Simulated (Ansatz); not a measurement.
**HfRh3 at 3 GPa (stress–strain coefficients): relaxed-ion elastic tensor**

Level of theory: DFT LDA, scalar-relativistic, plane waves, PAW (Ansatz 0.2.0). Plane waves to 420 eV; Γ-centred k mesh 12×12×12; Fermi-Dirac smearing of 0.15 eV. No spin polarisation.

The cell, relaxed at 3 GPa:
```
Hf Rh
1.0
     3.85232    0.00000    0.00000
     0.00000    3.85232    0.00000
     0.00000    0.00000    3.85232
Hf Rh
1 3
Direct
  0.00000 0.00000 0.00000
  0.00000 0.50000 0.50000
  0.50000 0.00000 0.50000
  0.50000 0.50000 0.00000
```

In a metal, frequencies and elastic constants depend on the k mesh and the smearing, soft modes and shear constants most. Spin–orbit coupling is left out, which can shift energies with elements as heavy as these.

Q: Give the relaxed-ion elastic constants (GPa, Voigt order xx yy zz yz xz xy, on the axes of the cell above).

A:
C11 = 392.2, C12 = 217.2, C13 = 217.2, C22 = 392.2, C23 = 217.2, C33 = 392.2, C44 = 180.4, C55 = 180.4, C66 = 180.4 GPa; the others vanish.

Q: Is the crystal stable against homogeneous strain?

A: Yes: the least eigenvalue of the tensor is 175.0 GPa.

Q: And the moduli of a polycrystal (Hill averages)?

A: B = 276 GPa, G = 135 GPa, E = 348 GPa, ν = 0.29.

Cost: 1 run of about 0.95 core-minutes, on AMD EPYC 9R45 (Zen 5) (shared hosts).